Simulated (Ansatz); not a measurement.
The relaxed structure here is a generated cell of Hf: the first start was made by placing the elements on the sites of a structure type, and the end was not matched to a known phase here, so it may be hypothetical. Known forms of Hf include space group No. 194.

One stationary structure of Hf. All values below come from PBE (plane waves to 420 eV, PAW, scalar-relativistic; Ansatz, a first-principles code).

```xyz
8
Lattice="5.6594 0.0000 0.0000 0.0000 5.6594 0.0000 0.0000 0.0000 5.6594" Properties=species:S:1:pos:R:3 pbc="T T T"
Hf     0.8495     0.8495     0.8495
Hf     3.6792     1.9802     4.8099
Hf     4.8099     3.6792     1.9802
Hf     1.9802     4.8099     3.6792
Hf     4.8099     4.8099     4.8099
Hf     1.9802     3.6792     0.8495
Hf     0.8495     1.9802     3.6792
Hf     3.6792     0.8495     1.9802
```

Question: Find the space group and the Wyckoff positions (tolerance 0.01 Å).

Answer: Space group Pa-3 (No. 205); a = b = c = 5.6594 Å, α = β = γ = 90.00°

| atom | site | symmetry | x | y | z |
|---|---|---|---|---|---|
| Hf | 8c | .3. | 0.1501 | 0.1501 | 0.1501 |

Question: Give the shortest distances between elements (the closest pairs, up to four, under 3.6 Å).

Answer: Hf–Hf 2.94 Å.

```yaml
volume_per_atom: 22.66 Å³
band_gap: no gap on the sampled points, where the bands overlap only slightly; such a result is sensitive to mesh and level
```

No spin polarisation in the result.

The run could not lose the symmetry of its start, so the end can be a saddle point.
